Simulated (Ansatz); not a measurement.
Ag₃Pt (Cu3Au type, space group No. 221), DFT-LDA in the program Ansatz with PAW potentials, all energies at zero smearing, with the estimated change up to a 700 eV cutoff added, with one set of potentials and settings (totals compare only within such a set). Cell of 4 atoms (3 Ag, 1 Pt): -34619.413 eV.

```
element                reference phase  E (eV/atom)
-------  -----------------------------  -----------
Ag       P6_3/mmc, 4 atoms in the cell   -7458.1511
Pt          Fm-3m, 1 atoms in the cell  -12244.9860
```

Formation energy per atom, worked out: (-34619.413 − 3×(-7458.1511) − 1×(-12244.9860))/4 = 0.006 eV/atom (1 kJ per mol of atoms), at 0 K, without zero-point energy or fitted corrections.

Space group Pm-3m (Cu3Au type). The first step of the workflow began from a Materials Project structure, measured or hypothetical; the Crystallography Open Database files this formula in space group No. 221, but the cells were not matched. Its standing as an ambient phase is unchecked. The cell was relaxed with LDA under the symmetry of its start; of distortions, only those at the zone centre were tested. No spin polarisation was allowed. The references are the lowest solids computed at this level, not always the standard phases. Spin–orbit coupling is left out wherever it is not named.

Potentials: the later of the program's two PAW sets.
